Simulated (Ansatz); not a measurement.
SbPt (NiAs type, space group No. 194), a = 4.1462 Å, b = 4.1462 Å, c = 5.4310 Å, α = 90.00°, β = 90.00°, γ = 120.00°.

Relaxed with LDA.

Task: Which orbitals make up the states near the Fermi level in LDA in the plane-wave PAW code Ansatz?

Result: Within 0.5 eV of the Fermi level: Sb 5p 45 %, Pt 5d 37 %, Sb 5s 10 %. Projections are on Löwdin-orthogonalised atomic valence shells; empty p or d shells of many metals are not among them.

Task: Tabulate the density of states.

Result: States/eV per cell of 4 atoms, in 0.25 eV bins, energy from the Fermi level.

```
E (eV)  total  Pt 5d  Sb 5p  Pt 6s
------  -----  -----  -----  -----
-7.85    0.12   0.03   0.04   0.05
-7.60    0.72   0.23   0.23   0.20
-7.35    0.84   0.26   0.29   0.21
-7.10    0.93   0.28   0.35   0.21
-6.85    1.13   0.34   0.47   0.23
-6.60    1.61   0.51   0.72   0.27
-6.35    3.03   1.09   1.41   0.38
-6.10    4.62   2.44   1.75   0.30
-5.85    4.89   3.23   1.43   0.13
-5.60    3.74   2.56   0.98   0.12
-5.35    4.20   2.83   1.10   0.20
-5.10    4.27   2.92   1.10   0.17
-4.85    3.29   2.43   0.69   0.08
-4.60    5.71   4.20   1.26   0.09
-4.35    4.03   2.83   0.97   0.10
-4.10    5.66   4.17   1.16   0.15
-3.85    4.90   3.85   0.77   0.12
-3.60    6.22   5.31   0.59   0.16
-3.35    8.92   7.47   0.96   0.23
-3.10    4.89   4.13   0.50   0.11
-2.85    3.21   2.66   0.34   0.10
-2.60    3.38   2.61   0.52   0.08
-2.35    4.95   4.09   0.55   0.07
-2.10    3.79   3.14   0.39   0.07
-1.85    1.92   1.22   0.50   0.07
-1.60    2.06   1.13   0.69   0.07
-1.35    1.91   0.95   0.71   0.07
-1.10    2.04   0.91   0.78   0.10
-0.85    1.97   0.83   0.77   0.10
-0.60    1.79   0.71   0.73   0.08
-0.35    1.66   0.63   0.73   0.06
-0.10    1.65   0.62   0.75   0.04
0.15     1.96   0.76   0.86   0.06
0.40     2.25   0.78   1.07   0.07
0.65     1.68   0.51   0.87   0.06
0.90     1.24   0.31   0.68   0.06
1.15     1.82   0.42   1.02   0.11
1.40     1.78   0.39   1.03   0.10
1.65     1.59   0.33   0.93   0.09
1.90     1.64   0.35   0.93   0.12
2.15     1.88   0.40   1.04   0.20
2.40     2.05   0.35   1.21   0.21
2.65     1.52   0.24   0.89   0.18
2.90     1.44   0.22   0.88   0.14
3.15     1.79   0.29   1.11   0.19
3.40     1.39   0.22   0.77   0.23
3.65     1.23   0.16   0.59   0.28
3.90     1.50   0.15   0.61   0.37
4.15     2.14   0.16   0.76   0.56
4.40     3.42   0.20   1.18   0.95
4.65     3.40   0.20   1.22   1.01
```

Space group P6_3/mmc (NiAs type). The first step of the workflow began from a Materials Project structure, measured or hypothetical; the Crystallography Open Database files this formula in space group No. 194, but the cells were not matched. Whether it is the stable phase at ambient conditions was not checked. Symmetry was held in the LDA relaxation; of distortions, only those at the zone centre were tested. No spin polarisation was allowed. Scalar-relativistic: spin–orbit coupling is off unless named, which matters more the heavier the elements.

Potentials: the later of the program's two PAW sets.
